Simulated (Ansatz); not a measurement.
**Property card for SnGe**

SnGe:
```xyz
2
Lattice="3.6113 0.0000 0.0000 0.0000 3.6113 0.0000 0.0000 0.0000 3.6113" Properties=species:S:1:pos:R:3 pbc="T T T"
Sn     0.0000     0.0000     0.0000
Ge     1.8057     1.8057     1.8057
```

Space group Pm-3m (No. 221), CsCl type; conventional cell a = b = c = 3.6113 Å, α = β = γ = 90.00°.

Method: the program Ansatz at the PBE level (PAW). Geometry: relaxed at this level of theory. Other levels are named where they apply.

Cell and energy:

```yaml
volume_per_atom: 23.55 Å³
density: 6.75 g/cm³
Formation energy from the elements (no fitted shifts): 21 kJ/mol of atoms
```

Electronic structure:

```yaml
electronic_character: metallic (no gap)
Density of states at the Fermi level: 0.57 states/eV per atom (mean over ±0.08 eV)
Gap with spin–orbit coupling: none (metallic)
```

Mechanics:

```yaml
Bulk modulus (Birch–Murnaghan fit): 548 kbar
Pressure derivative B′: 3.5
```

The cell is a constructed one: a structure type filled with these elements; neither database checked (COD, Materials Project) lists it. Whether it is the stable phase at ambient conditions was not checked. The cell was relaxed with PBE under the symmetry of its start; whether a distortion lowers the energy is not shown. The references are the lowest solids computed at this level, not always the standard phases. Scalar-relativistic: spin–orbit coupling is off unless named, which matters more the heavier the elements.

Potentials: the earlier of the program's two PAW sets.
